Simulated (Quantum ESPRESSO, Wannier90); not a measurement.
# Wannier functions of Mg (bcc (W type), model phase)

```
Mg
1.0
   -1.77276     1.77276     1.77276
    1.77276    -1.77276     1.77276
    1.77276     1.77276    -1.77276
Mg
1
Cartesian
  0.00000   0.00000   0.00000
```

Structure: Materials Project mp-110, symmetrised, not relaxed again. This isn't the element's usual structure (hcp); take it as a model of another phase. Computed values, not measurements, from PBEsol: Quantum ESPRESSO (norm-conserving PseudoDojo potentials, cutoff 68 Ry, no spin polarisation, no spin-orbit coupling) on a Γ-centred 12×12×12 mesh, then Wannier90. Density: 16×16×16 mesh, cold smearing 0.01 Ry.

Base run: 4 functions from bands 5-14 of the 14 computed, start hydrogen-like Mg: s;p, centres 0.05 Å off the atoms, frozen window up to 1.50 eV relative to the Fermi level, outer window open. One thing is changed at a time; window edges are relative to the Fermi level. The misfit compares interpolated bands with pw.x on a high-symmetry path, for states up to 1.0 eV relative to the Fermi level. Converged means that the tolerances were met: symmetric starts can stop on a saddle, which shows as a larger Ω_OD at equal Ω_I and can move the misfit too.

```json
[
 {"setting": "base", "functions": "4", "frozen to (eV)": "1.50", "Ω_I (Å²)": "6.35", "Ω_D (Å²)": "0.04", "Ω_OD (Å²)": "2.02", "rms misfit (meV)": "24", "worst (meV)": "66", "ended": "converged"}
]
```

Starting from this base row, predict which settings stop with an error, and how Ω_I and the misfit move in the others: frozen window to -1.50 eV; frozen window to 1.00 eV; frozen window to 4.26 eV; outer window to 15.30 eV.


```
setting                    functions  frozen to (eV)  Ω_I (Å²)  Ω_D (Å²)  Ω_OD (Å²)  rms misfit (meV)  worst (meV)                          ended
-------------------------  ---------  --------------  --------  --------  ---------  ----------------  -----------  -----------------------------
frozen window to -1.50 eV          4           -1.50      5.37      0.01       1.63               508         1306                      converged
frozen window to 1.00 eV           4            1.00      6.17      0.03       1.94                55          242                      converged
frozen window to 4.26 eV           4            4.26         –         –          –                 –            –  stops: too many frozen states
outer window to 15.30 eV           4            1.50     10.50      0.24       1.60                15           62                      converged
```

Runs of this sweep that didn't settle are not listed.
